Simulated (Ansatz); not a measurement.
Input file for Ansatz (a quantum-chemistry and plane-wave program):

Ansatz 0.2 input:
```yaml
crystal:
  lattice:
    - [1.8449997826, -7.4319362856, 0.0]
    - [1.8449997826, 7.4319362856, 0.0]
    - [0.0, 0.0, 3.6647305499]
  atoms:
    - { symbol: Si, position: [0.9482669842, 0.0517330158, 0.75] }
    - { symbol: Si, position: [0.0517330158, 0.9482669842, 0.25] }
    - { symbol: Si, position: [0.2497857442, 0.7502142558, 0.75] }
    - { symbol: Si, position: [0.7502142558, 0.2497857442, 0.25] }
    - { symbol: Zr, position: [0.6058512681, 0.3941487319, 0.75] }
    - { symbol: Zr, position: [0.3941487319, 0.6058512681, 0.25] }
kpoints:
  mp_grid: { grid: [11, 11, 11] }
hamiltonian:
  xc: r2scan
  pseudopotentials: { kind: paw }
scf:
  occupations: { method: fermi_dirac, width: 0.1 }
phonons:
  method: dfpt
  response_accuracy: low
  eigenvectors: true
  rigid_motions: translations
```

Output (shortened):

```
zone centre: on kpoints.mp_grid the ground state, and the responses unless they are solved on pairs of k-points, stand on 666 of the mesh's 1331 k-points, …
Pseudopotentials: kind: paw
Pseudopotential: Si, paw, valence charge 4
Pseudopotential: Zr, paw, valence charge 12
Functional definition: r2SCAN
Crystal: 6 atoms, lattice volume = 100.501 Å³
Basis set: ecut = 500 eV, 2557 PW (Γ), exchange–correlation on 300×300×150 points (125 copies of the dense FFT grid, shifted against one another)
Bands: 26, of which v1, the nominal top of the filled ones, is band 20 counted from 1 (19 counted from 0)
Symmetry: 8 space group operations
k-points: 666 of 1331 (irreducible under 1 space group operation, time reversal used)
PAW frozen core: Si, regenerated for the run's functional
PAW frozen core: Zr, regenerated for the run's functional
Initial wavefunctions: pseudopotential atomic-orbital guess
Eigensolver: davidson
Functional: x = r2scan, c = r2scan; τ floored in thin density (d = 2e-4 eV/Å³)
SCF iter   1: F=—  HF=-10950.170567 eV  |F-HF|=—  |Δ(HF+E_count)|=         —  Δρ=5.53e-3  dr2=1.92e-2  dr2_τ=4.27e-2  ethr=1.77e-3  ⟨swp⟩=6.2  Hψ=88963  notcnv=0
all-band conjugate gradients solve this SCF's bands
preconditioner: auto → Kerker (q_TF=auto, 2.340 Å⁻¹)
SCF iter   2: F=—  HF=-10950.304247 eV  |F-HF|=—  |Δ(HF+E_count)|=   1.34e-1  Δρ=3.82e-3  dr2=9.90e-3  dr2_τ=1.92e-4  ethr=4.79e-5  ⟨swp⟩=2.0  Hψ=39960  notcnv=0
SCF iter   3: F=—  HF=-10950.306049 eV  |F-HF|=—  |Δ(HF+E_count)|=   1.80e-3  Δρ=6.65e-4  dr2=9.11e-4  dr2_τ=2.85e-4  ethr=2.47e-5  ⟨swp⟩=2.0  Hψ=29370  notcnv=0
SCF iter   4: F=—  HF=-10950.306163 eV  |F-HF|=—  |Δ(HF+E_count)|=   1.14e-4  Δρ=2.67e-4  dr2=1.26e-4  dr2_τ=3.25e-6  ethr=2.28e-6  ⟨swp⟩=2.5  Hψ=25129  notcnv=0
SCF iter   5: F=—  HF=-10950.306162 eV  |F-HF|=—  |Δ(HF+E_count)|=   3.78e-7  Δρ=5.32e-5  dr2=2.56e-6  dr2_τ=7.56e-8  ethr=3.15e-7  ⟨swp⟩=2.1  Hψ=25172  notcnv=0
SCF iter   6: F=—  HF=-10950.306248 eV  |F-HF|=—  |Δ(HF+E_count)|=   8.59e-5  Δρ=1.21e-5  dr2=1.90e-7  dr2_τ=4.41e-9  ethr=6.40e-9  ⟨swp⟩=2.0  Hψ=25544  notcnv=0
SCF iter   7: F=—  HF=-10950.306248 eV  |F-HF|=—  |Δ(HF+E_count)|=   8.94e-8  Δρ=3.44e-6  dr2=1.22e-8  dr2_τ=6.43e-10  ethr=4.75e-10  ⟨swp⟩=2.3  Hψ=30978  notcnv=0
SCF iter   8: F=—  HF=-10950.306248 eV  |F-HF|=—  |Δ(HF+E_count)|=   5.98e-9  Δρ=7.62e-7  dr2=8.16e-10  dr2_τ=2.10e-11  ethr=3.05e-11  ⟨swp⟩=2.1  Hψ=26756  notcnv=0
SCF iter  10: F=-10950.306248 eV  HF=-10950.306248 eV  |F-HF|=1.82e-12  |Δ(HF+E_count)|=  2.00e-11  Δρ=3.34e-8  dr2=1.40e-12  dr2_τ=1.32e-13  ethr=1.00e-12  ⟨swp⟩=5.7  Hψ=71104  notcnv=0
SCF 1 converged in 10 iterations: F = -10950.306248 eV  dr2 = 1.40e-12
WARN: the projector tables of a DFPT response shed from 666 to 2, one for each solve slot …
DFPT response loops at Γ: preconditioner auto → Kerker (q_TF=auto, 2.340 Å⁻¹) (partly filled bands, converged f_vac=0.000) …
SCF converged after 10 iterations
Free energy (F): -10950.306248 eV
Harris-Foulkes:  -10950.306248 eV  (|F-HF|=1.82e-12)
Internal energy: -10950.264097 eV  (E = F + TS)
E sigma→0 (E₀):  -10950.285173 eV
Entropy (-TS):   -0.042151 eV (-7.025 meV/atom)
Fermi energy:    12.693259 eV
--- Per-component energies (eV) ---
  E_band       = -149.936243
  E_kinetic    = 835.126041
  E_local      = -1520.234554  (includes V_loc(G=0)·N_el)
  E_nonlocal   = 256.789630
  E_hartree    = 522.874730
  E_xc         = -522.696948
  E_vxc        = -629.208087  (∫ρ·V_xc dr)
  E_paw        = -8019.430455  (= ΣΔE_a)
  E_vpaw       = -171.222588  (= ΣTr[D̂ρ^β])
  E_aug_tail   = 0.000037  (compensation charges beyond the density's cutoff)
  E_vtau       = 33.063838  (kinetic-family band-sum trace: ∫τ·v_τ [+ j·A + Jᵃ·Aᵃ] dr)
  E_ewald      = -2502.057363
  E_core_change = -0.635215  (= ΣΔE_core)
  E_smearing   = -0.042151  (= −TS)
  E_closure    = 0.000000  (closes the sum)
  Σ components = -10950.306248   (vs F -10950.306248, Δ=0.00e0)
  [band-id]    e_kinetic+e_local+e_nonlocal+2·e_hartree+e_vxc+e_vpaw+e_augmentation_tail+e_vtau = -149.936224   (vs E_band -149.936243, Δ=1.91e-5)
--- Band table (eV; the first three rows and the last of 666) ---
  k-point 0: bands = ["-37.8311", "-37.8190", "-15.3846", "-15.2245", "-15.2188", "-15.2022", "-15.1691", "-15.1328", "-0.1695", "1.5563", "4.4399", "9.0023", "9.4174", "9.5578", "9.7335", "10.0560", "10.0569", "10.1719", "10.2631", "12.6972", "13.9328", "14.1722", "14.2248", "14.4443", "14.9795", "15.0925"]
  k-point 1: bands = ["-37.8300", "-37.8183", "-15.3800", "-15.2240", "-15.2225", "-15.2011", "-15.1803", "-15.1488", "-0.0644", "1.6313", "4.5475", "8.2801", "8.6915", "9.6308", "9.7964", "10.0646", "10.2650", "10.2796", "10.7159", "13.1100", "13.3738", "13.7363", "14.0031", "14.6104", "15.3779", "15.4403"]
  k-point 2: bands = ["-37.8269", "-37.8167", "-15.3680", "-15.2486", "-15.2169", "-15.2002", "-15.1981", "-15.1906", "0.2468", "1.8560", "4.8416", "7.0959", "7.5291", "9.7844", "9.9701", "10.0776", "10.2866", "10.4166", "11.4503", "12.6003", "13.0634", "13.5408", "13.8505", "14.8180", "15.4218", "15.6842"]
  k-point 665: bands = ["-37.8210", "-37.8101", "-15.3938", "-15.3548", "-15.3402", "-15.2146", "-15.1623", "-15.1333", "1.3361", "2.1422", "4.7333", "6.3364", "7.2873", "8.7268", "9.1167", "9.7782", "10.1705", "10.9988", "11.6043", "11.7108", "12.8840", "13.9188", "14.1177", "14.6885", "15.0599", "15.5908"]
  band table: 26 of 26 bands, residual norms ≤ 1.0e-3 eV
--- Phonons (Γ-DFPT): 9 representative perturbations + reference, on 666 of 1331 k-points (Σ response iterations 52) ---
  k mesh reduced under 1 symmetry operation, with k and −k counted as one. Each operation leaves every solved perturbation unchanged …
  ASR residual: 4.512e-4 → 0.000e0 eV/Å²; symmetrization residual: 9.745e-5 eV/Å²
  ASR residual per site (eV/Å²): 1.36e-4 1.36e-4 1.80e-4 1.80e-4 4.51e-4 4.51e-4
  Γ frequencies (cm⁻¹): 0.00 0.00 0.00 154.57 155.92 188.83 192.64 215.56 216.50 255.01 268.05 291.54 315.82 328.32 331.96 335.30 338.75 451.12
  non-analytic LO–TO correction: not included (Born effective charges unavailable; polar crystals: no LO–TO splitting at Γ)
```

Cost: about 2.6 core-hours (a rough figure) on shared cores.

Space group Cmcm. The r²SCAN relaxation kept the symmetry of its start; of distortions, only those at the zone centre were tested. The run is not spin-polarised. As this level gives no gap, phonon frequencies hold no LO–TO term and depend on the k-mesh and smearing (Fermi–Dirac, 0.1 eV here). Scalar-relativistic: spin–orbit coupling is off unless named, which matters more the heavier the elements.

Potentials: the later of the program's two PAW sets.

Ansatz is a plane-wave DFT program.
